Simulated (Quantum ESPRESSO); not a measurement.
## Ru5MgAlTa (finding a planted mistake in a log)

Simulated, not a measurement. The program is pw.x of Quantum ESPRESSO 7.5 (plane-wave density functional theory). The cell is made up: eight metal atoms on a hexagonal close-packed lattice, with elements, volume, strain and displacements drawn at random and not relaxed, so it may be unstable or far from any real phase. PseudoDojo standard norm-conserving files set the functional (PBE unless stated); there is no spin polarisation or spin-orbit coupling, the Fermi-Dirac width of 0.25 eV means electrons at about 2900 K, and the masses in the input are unused placeholders. Heavy elements are run without spin-orbit coupling, which real alloys of them have. A spin test at this wide smearing found no moment, but such smearing suppresses magnetism that the real alloy may have.

Intended input:

```
&control calculation='scf', pseudo_dir='./dojo.nc.sr.pbe.v0_5.standard.upf', outdir='./o', disk_io='minimal', tprnfor=.true., tstress=.true. /
&system ibrav=0, nat=8, ntyp=4, nbnd=69, ecutwfc=84.00895049, nosym=.true., tot_charge=0,
 occupations='smearing', smearing='fd', degauss=0.0183746611
/
&electrons conv_thr=1.470e-08, electron_maxstep=70, mixing_beta=0.5 /
ATOMIC_SPECIES
Al 1.0 Al.upf
Mg 1.0 Mg.upf
Ru 1.0 Ru.upf
Ta 1.0 Ta.upf
CELL_PARAMETERS angstrom
2.7562 -0.021 0.0511
-0.0364 4.9312 0.0473
0.1691 0.0904 9.2638
ATOMIC_POSITIONS angstrom
Ru 0.0059 -0.0101 0.0214
Mg 0.0464 0.043 4.5914
Ru 0.0321 1.6493 2.3272
Ru 0.0854 1.6776 6.9286
Al 1.3857 2.4611 -0.0078
Ru 1.4407 2.516 4.8195
Ta 1.4228 4.283 2.5042
Ru 1.409 4.2162 7.1113
K_POINTS automatic
8 5 3 1 1 1
```

The log is shortened where brackets say so; the opening notice, blank lines, dates and the lines on written files are dropped, and the path of the files is cut. It prints rydbergs, bohrs and kilobars, and counts compression as positive stress. Its total energy is the free energy E - TS of the whole cell.

Log of the intended run:

```
     Program PWSCF v.7.5
     Parallel version (MPI & OpenMP), running on       4 processor cores
     Number of MPI processes:                 4
     Threads/MPI process:                     1
     [start-up lines left out]
     bravais-lattice index     =            0
     lattice parameter (alat)  =       5.2095  a.u.
     unit-cell volume          =     849.2506 (a.u.)^3
     number of atoms/cell      =            8
     number of atomic types    =            4
     number of electrons       =       106.00
     number of Kohn-Sham states=           69
     kinetic-energy cutoff     =      84.0090  Ry
     charge density cutoff     =     336.0358  Ry
     scf convergence threshold =      1.5E-08
     mixing beta               =       0.5000
     number of iterations used =            8  plain     mixing
     Exchange-correlation= PBE
                           (   1   4   3   4   0   0   0)
     [axes and pseudopotential details left out]
   Cartesian axes
     site n.     atom                  positions (alat units)
         1        Ru     tau(   1) = (   0.0021402  -0.0036637   0.0077628  )
         2        Mg     tau(   2) = (   0.0168314   0.0155981   1.6655097  )
         3        Ru     tau(   3) = (   0.0116441   0.5982762   0.8441813  )
         4        Ru     tau(   4) = (   0.0309785   0.6085419   2.5133185  )
         5        Al     tau(   5) = (   0.5026565   0.8927530  -0.0028294  )
         6        Ru     tau(   6) = (   0.5226075   0.9126677   1.7482520  )
         7        Ta     tau(   7) = (   0.5161143   1.5536390   0.9083873  )
         8        Ru     tau(   8) = (   0.5111084   1.5294076   2.5795921  )
     number of k points=    60  Fermi-Dirac smearing, width (Ry)=  0.0184
                       cart. coord. in units 2pi/alat
        k(    1) = (   0.0620501   0.0559027   0.0479191), wk =   0.0333333
        k(    2) = (   0.0657445   0.0578337  -0.1505562), wk =   0.0333333
     [further k points left out]
     Dense  grid:    88281 G-vectors     FFT dimensions: (  32,  60, 108)
     Estimated max dynamical RAM per process >     331.66 MB
     Estimated total dynamical RAM >       1.23 GB
     Initial potential from superposition of free atoms
     starting charge     105.9920, renormalised to     106.0000
     Starting wfcs are   69 randomized atomic wfcs
     total cpu time spent up to now is        4.2 secs
     per-process dynamical memory:   265.0 Mb
     Self-consistent Calculation
     iteration #  1     ecut=    84.01 Ry     beta= 0.50
     Davidson diagonalization with overlap
     ethr =  1.00E-02,  avg # of iterations =  6.0
     total cpu time spent up to now is       14.8 secs
     total energy              =   -1263.23232785 Ry
     estimated scf accuracy    <       2.22745753 Ry
     iteration #  2     ecut=    84.01 Ry     beta= 0.50
     Davidson diagonalization with overlap
     ethr =  2.10E-03,  avg # of iterations =  4.5
     total cpu time spent up to now is       25.1 secs
     total energy              =   -1260.39420957 Ry
     estimated scf accuracy    <      90.73625810 Ry
     [iterations 3 to 16 left out]
     iteration # 17     ecut=    84.01 Ry     beta= 0.50
     Davidson diagonalization with overlap
     ethr =  2.46E-10,  avg # of iterations =  1.0
     total cpu time spent up to now is      142.7 secs
     total energy              =   -1264.44070067 Ry
     estimated scf accuracy    <       0.00000028 Ry
     iteration # 18     ecut=    84.01 Ry     beta= 0.50
     Davidson diagonalization with overlap
     ethr =  2.46E-10,  avg # of iterations =  1.0
     total cpu time spent up to now is      149.8 secs
     End of self-consistent calculation
     [lines on levels left out]
!    total energy              =   -1264.44070069 Ry
     estimated scf accuracy    <          7.6E-09 Ry
     smearing contrib. (-TS)   =      -0.12921434 Ry
     internal energy E=F+TS    =   -1264.31148634 Ry
     The total energy is F=E-TS. E is the sum of the following terms:
     one-electron contribution =    -433.19414041 Ry
     hartree contribution      =     269.22538895 Ry
     xc contribution           =    -218.08171988 Ry
     ewald contribution        =    -882.26101500 Ry
     convergence has been achieved in  18 iterations
     Forces acting on atoms (cartesian axes, Ry/au):
     atom    1 type  3   force =    -0.01116706   -0.00521262   -0.01288132
     atom    2 type  2   force =     0.00275734    0.02373596    0.10842903
     atom    3 type  3   force =     0.00188431    0.04668387    0.01120060
     atom    4 type  3   force =    -0.00532121    0.00506315    0.00881323
     atom    5 type  1   force =    -0.00090388   -0.01310186    0.00078294
     atom    6 type  3   force =     0.00179964    0.01886116   -0.01807976
     atom    7 type  4   force =    -0.00197707   -0.06963974   -0.11389012
     atom    8 type  3   force =     0.01292795   -0.00638991    0.01562540
     Total force =     0.184990     Total SCF correction =     0.000353
     Computing stress (Cartesian axis) and pressure
          total   stress  (Ry/bohr**3)                   (kbar)     P=      -80.24
   0.00010916   0.00001481  -0.00011290           16.06        2.18      -16.61
   0.00001481  -0.00110698   0.00023773            2.18     -162.84       34.97
  -0.00011290   0.00023773  -0.00063846          -16.61       34.97      -93.92
     init_run     :      4.02s CPU      4.15s WALL (       1 calls)
     electrons    :    145.31s CPU    145.61s WALL (       1 calls)
     forces       :      1.30s CPU      1.31s WALL (       1 calls)
     stress       :      4.51s CPU      4.52s WALL (       1 calls)
     [timing details left out]
     PWSCF        :   2m35.24s CPU   2m35.69s WALL
     JOB DONE.
```

A second run was made from an input with one planted mistake. Its log:

```
     Program PWSCF v.7.5
     Parallel version (MPI & OpenMP), running on       4 processor cores
     Number of MPI processes:                 4
     Threads/MPI process:                     1
     [start-up lines left out]
     bravais-lattice index     =            0
     lattice parameter (alat)  =       5.2095  a.u.
     unit-cell volume          =     849.2506 (a.u.)^3
     number of atoms/cell      =            8
     number of atomic types    =            4
     number of electrons       =       106.00
     number of Kohn-Sham states=           69
     kinetic-energy cutoff     =      84.0090  Ry
     charge density cutoff     =     336.0358  Ry
     scf convergence threshold =      1.5E-08
     mixing beta               =       0.5000
     number of iterations used =            8  plain     mixing
     Exchange-correlation= PBE
                           (   1   4   3   4   0   0   0)
     [axes and pseudopotential details left out]
   Cartesian axes
     site n.     atom                  positions (alat units)
         1        Ru     tau(   1) = (   0.0021402  -0.0036637   0.0077628  )
         2        Ru     tau(   2) = (   0.0168314   0.0155981   1.6655097  )
         3        Ru     tau(   3) = (   0.0116441   0.5982762   0.8441813  )
         4        Mg     tau(   4) = (   0.0309785   0.6085419   2.5133185  )
         5        Al     tau(   5) = (   0.5026565   0.8927530  -0.0028294  )
         6        Ru     tau(   6) = (   0.5226075   0.9126677   1.7482520  )
         7        Ta     tau(   7) = (   0.5161143   1.5536390   0.9083873  )
         8        Ru     tau(   8) = (   0.5111084   1.5294076   2.5795921  )
     number of k points=    60  Fermi-Dirac smearing, width (Ry)=  0.0184
                       cart. coord. in units 2pi/alat
        k(    1) = (   0.0620501   0.0559027   0.0479191), wk =   0.0333333
        k(    2) = (   0.0657445   0.0578337  -0.1505562), wk =   0.0333333
     [further k points left out]
     Dense  grid:    88281 G-vectors     FFT dimensions: (  32,  60, 108)
     Estimated max dynamical RAM per process >     331.66 MB
     Estimated total dynamical RAM >       1.23 GB
     Initial potential from superposition of free atoms
     starting charge     105.9920, renormalised to     106.0000
     Starting wfcs are   69 randomized atomic wfcs
     total cpu time spent up to now is        4.2 secs
     per-process dynamical memory:   265.0 Mb
     Self-consistent Calculation
     iteration #  1     ecut=    84.01 Ry     beta= 0.50
     Davidson diagonalization with overlap
     ethr =  1.00E-02,  avg # of iterations =  6.2
     total cpu time spent up to now is       15.1 secs
     total energy              =   -1263.61795433 Ry
     estimated scf accuracy    <       1.75392283 Ry
     iteration #  2     ecut=    84.01 Ry     beta= 0.50
     Davidson diagonalization with overlap
     ethr =  1.65E-03,  avg # of iterations =  4.5
     total cpu time spent up to now is       25.6 secs
     total energy              =   -1261.87432027 Ry
     estimated scf accuracy    <      44.31199971 Ry
     [iterations 3 to 18 left out]
     iteration # 19     ecut=    84.01 Ry     beta= 0.50
     Davidson diagonalization with overlap
     ethr =  1.66E-10,  avg # of iterations =  1.0
     total cpu time spent up to now is      160.8 secs
     total energy              =   -1264.48660485 Ry
     estimated scf accuracy    <       0.00000018 Ry
     iteration # 20     ecut=    84.01 Ry     beta= 0.50
     Davidson diagonalization with overlap
     ethr =  1.66E-10,  avg # of iterations =  1.0
     total cpu time spent up to now is      168.1 secs
     End of self-consistent calculation
     [lines on levels left out]
!    total energy              =   -1264.48660486 Ry
     estimated scf accuracy    <       0.00000001 Ry
     smearing contrib. (-TS)   =      -0.12482652 Ry
     internal energy E=F+TS    =   -1264.36177834 Ry
     The total energy is F=E-TS. E is the sum of the following terms:
     one-electron contribution =    -465.65201144 Ry
     hartree contribution      =     285.48823386 Ry
     xc contribution           =    -218.10504826 Ry
     ewald contribution        =    -866.09295250 Ry
     convergence has been achieved in  20 iterations
     Forces acting on atoms (cartesian axes, Ry/au):
     atom    1 type  3   force =    -0.00805055    0.01306788   -0.00989179
     atom    2 type  3   force =     0.00306095    0.01219187    0.03264850
     atom    3 type  3   force =     0.00458724    0.05807100    0.02811813
     atom    4 type  2   force =    -0.00208443    0.00437830   -0.00076201
     atom    5 type  1   force =    -0.00325577    0.00160957    0.04540379
     atom    6 type  3   force =    -0.00119492    0.01486400   -0.07262100
     atom    7 type  4   force =    -0.00323686   -0.06136800   -0.00807920
     atom    8 type  3   force =     0.01017434   -0.04281462   -0.01481641
     Total force =     0.139047     Total SCF correction =     0.000596
     Computing stress (Cartesian axis) and pressure
          total   stress  (Ry/bohr**3)                   (kbar)     P=      -77.47
   0.00013151   0.00003994  -0.00012062           19.35        5.88      -17.74
   0.00003994  -0.00090574   0.00013803            5.88     -133.24       20.31
  -0.00012062   0.00013803  -0.00080574          -17.74       20.31     -118.53
     init_run     :      3.97s CPU      4.10s WALL (       1 calls)
     electrons    :    160.29s CPU    163.90s WALL (       1 calls)
     forces       :      1.29s CPU      1.31s WALL (       1 calls)
     stress       :      4.56s CPU      4.56s WALL (       1 calls)
     [timing details left out]
     PWSCF        :   2m50.23s CPU   2m54.02s WALL
     JOB DONE.
```

Question: the log repeats what the program read. Compare it with the intended run: what was wrong in the second input?

Answer: two atoms have their elements exchanged. The input lines that differ:

```
- Mg 0.0464 0.043 4.5914
+ Ru 0.0464 0.043 4.5914
- Ru 0.0854 1.6776 6.9286
+ Mg 0.0854 1.6776 6.9286
```

|  | intended run | run with the mistake |
| --- | --- | --- |
| free energy (eV) | -17203.592 | -17204.217 |
| entropy term -TS, part of it (eV) | -1.758 | -1.698 |
| pressure (GPa) | -8.02 | -7.75 |
| size of the largest force component (eV/Å) | 2.928 | 1.867 |
| largest change of a force component (eV/Å) |  | 2.721 |
| iterations | 18 | 20 |

For scale, a rerun of the intended cell at a higher cutoff and on a denser mesh moved values by no more than 0.008 eV in energy, 0.20 GPa in stress and 0.009 eV/Å in force, and a second program with other atomic files agreed on that cell to 2 % rms in force and 0.5 GPa in pressure.